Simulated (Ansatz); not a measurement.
# Defects and dopants in LaCuNi4

Calculated with the plane-wave PAW code Ansatz (scalar-relativistic, PAW set soft_2), not measured. The host crystal, relaxed (Kohn–Sham gap 0.00 eV):

Space group P-6m2 (No. 187). a = 4.954 Å, b = 4.954 Å, c = 3.925 Å, α = 90.00°, β = 90.00°, γ = 120.00°
```csv
atom,site,symmetry,x,y,z
Cu,1a,-6m2,0.0000,0.0000,0.0000
La,1e,-6m2,0.6667,0.3333,0.0000
Ni,1c,-6m2,0.3333,0.6667,0.0000
Ni,3k,mm2,0.6646,0.8323,0.5000
```

Atoms are relaxed in small periodic supercells at the host's cell. Formation energies are those of the neutral defect, with atoms from and to the elements' standard states and no corrections; they are left out where an element with a U changes, an open 4f shell is known to end too high at times, atoms moved far or the cell holds a carrier in a band. Distances are those to the atoms of the nearest element, out to 1.25 times the shortest (mean and range); atoms of other elements can lie among them. They are left out where the atom moved off its site or the cell is too small to hold the shell. Moments under 0.05 μB aren't shown.

```
        defect  method  host atoms  formation energy (eV)               nearest element, host → defect (Å)  notes
H interstitial  PBEsol          18                      ?                                                –    b c
    Ni vacancy  PBEsol          18                   0.98                                6 Ni: 2.42 → 2.41      a
    Cu vacancy  PBEsol          18                   0.87  9 Ni: 2.58 (2.43 to 2.86) → 2.61 (2.41 to 3.01)      b
```

Notes: a, atoms kept the symmetry of the start, so a distorted state could lie lower; b, one start alone; c, one start site alone, and another structure may lie lower.

Problem. Fill in the withheld row.

Solution. formation energy (eV): -0.15.

Among the PBEsol rows the formation energy rises in the order H interstitial (-0.15), Cu vacancy (0.87), Ni vacancy (0.98).

Caveats: state may not be the lowest; small cells.
